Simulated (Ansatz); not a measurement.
An Ansatz (a program for electronic structure) input:

Ansatz 0.2 input:
```yaml
crystal:
  lattice:
    - [8.9545759127, 0.0, 0.0]
    - [0.0, 4.0433631357, 0.0]
    - [0.0, 0.0, 11.8630427178]
  atoms:
    - { symbol: Co, position: [0.0877239496, 0.25, 0.4792066383] }
    - { symbol: Co, position: [0.9122760504, 0.75, 0.5207933617] }
    - { symbol: Co, position: [0.4122760504, 0.75, 0.9792066383] }
    - { symbol: Co, position: [0.5877239496, 0.25, 0.0207933617] }
    - { symbol: Bi, position: [0.4107272752, 0.25, 0.8298421178] }
    - { symbol: Bi, position: [0.5892727248, 0.75, 0.1701578822] }
    - { symbol: Bi, position: [0.0892727248, 0.75, 0.3298421178] }
    - { symbol: Bi, position: [0.9107272752, 0.25, 0.6701578822] }
    - { symbol: Bi, position: [0.3016582056, 0.25, 0.1011982789] }
    - { symbol: Bi, position: [0.6983417944, 0.75, 0.8988017211] }
    - { symbol: Bi, position: [0.1983417944, 0.75, 0.6011982789] }
    - { symbol: Bi, position: [0.8016582056, 0.25, 0.3988017211] }
    - { symbol: Bi, position: [0.3701651895, 0.25, 0.4094322957] }
    - { symbol: Bi, position: [0.6298348105, 0.75, 0.5905677043] }
    - { symbol: Bi, position: [0.1298348105, 0.75, 0.9094322957] }
    - { symbol: Bi, position: [0.8701651895, 0.25, 0.0905677043] }
kpoints:
  mp_grid: { grid: [4, 8, 3] }
  band_path:
    path:
      - [[0.0, 0.0, 0.0], [0.5, 0.0, 0.0], [0.5, 0.5, 0.0], [0.0, 0.5, 0.0], [0.0, 0.0, 0.0], [0.0, 0.0, 0.5], [0.5, 0.0, 0.5], [0.5, 0.5, 0.5], [0.0, 0.5, 0.5], [0.0, 0.0, 0.5]]  # Γ-X-S-Y-Γ-Z-U-R-T-Z
      - [[0.5, 0.0, 0.0], [0.5, 0.0, 0.5]]  # X-U
      - [[0.0, 0.5, 0.0], [0.0, 0.5, 0.5]]  # Y-T
      - [[0.5, 0.5, 0.0], [0.5, 0.5, 0.5]]  # S-R
    npoints: 6
hamiltonian:
  xc: r2scan
  pseudopotentials: { kind: paw }
magnetization: { noncollinear: true, spin_orbit: true }
scf:
  n_extra_bands: 32
  convergence: { dr2_threshold: 0.0000000001 }
  occupations: { method: gaussian, width: 0.05 }
output: { eigenvalues: true }
```

Problem. How many symmetry operations and irreducible k-points will the run report?

Solution. 8 operations, 30 of 96 k-points.

Problem. With a cutoff of 500 eV, how many plane waves at Γ?

Solution. 10873.

It took roughly 90 core-minutes on shared server cores.

Space group Pnma. The first step of the workflow began from a Materials Project structure, measured or hypothetical; the Crystallography Open Database copy checked does not list it. Its standing as an ambient phase is unchecked. The r²SCAN relaxation kept the symmetry of its start; whether a distortion lowers the energy is not shown. The run is not spin-polarised. Its formation energy is positive at this level, so the cell may be metastable or incomplete.

Potentials: the later of the program's two PAW sets.

Ansatz is a plane-wave DFT program.
